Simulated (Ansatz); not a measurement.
**Li2Ga under pressure**

The calculation used DFT r2SCAN, scalar-relativistic, plane waves, PAW in Ansatz. (500 eV cutoff, 10×10×8 k-mesh, Gaussian smearing of 0.10 eV, no spin polarisation)

Starting point, cell and atoms relaxed:

```xyz
6
Lattice="2.2504 -4.7158 0.0000 2.2504 4.7158 0.0000 0.0000 0.0000 4.3138" Properties=species:S:1:pos:R:3 pbc="T T T"
Li    2.2504   -0.8233    3.2353
Li    2.2504    0.8233    1.0784
Li    2.2504    2.4577    3.2353
Li    2.2504   -2.4577    1.0784
Ga    2.2504   -4.0010    3.2353
Ga    2.2504    4.0010    1.0784
```

Cell and atoms are relaxed at each pressure within the symmetry of the start, at zero temperature, so transitions that lower the symmetry aren't seen. The k-mesh given is that at zero pressure and may differ at others. a, b and c are the lengths of the cell vectors above.

| P (GPa) | V (Å³/atom) | V/V0 | a (Å) | b (Å) | c (Å) |
| --- | --- | --- | --- | --- | --- |
| -3 | 17.01 | 1.115 | 5.464 | 5.464 | 4.417 |
| 0 | 15.26 | 1.000 | 5.225 | 5.225 | 4.314 |
| 3 | 14.17 | 0.928 | 5.080 | 5.080 | 4.234 |
| 8 | 12.93 | 0.847 | 4.923 | 4.923 | 4.128 |
| 15 | 11.79 | 0.773 | 4.768 | 4.768 | 4.023 |
| 30 | 10.29 | 0.674 | 4.554 | 4.554 | 3.869 |
| 60 | 8.67 | 0.568 | 4.310 | 4.310 | 3.683 |

Task: What bulk modulus and pressure derivative fit these points?

Result: A third-order Birch–Murnaghan fit gives B0 = 35 GPa and B0' = 3.9.

Task: Which cell vector or vectors give way most up to 60 GPa?

Result: a and b: the changes are a -17.5 %, b -17.5 %, c -14.6 %.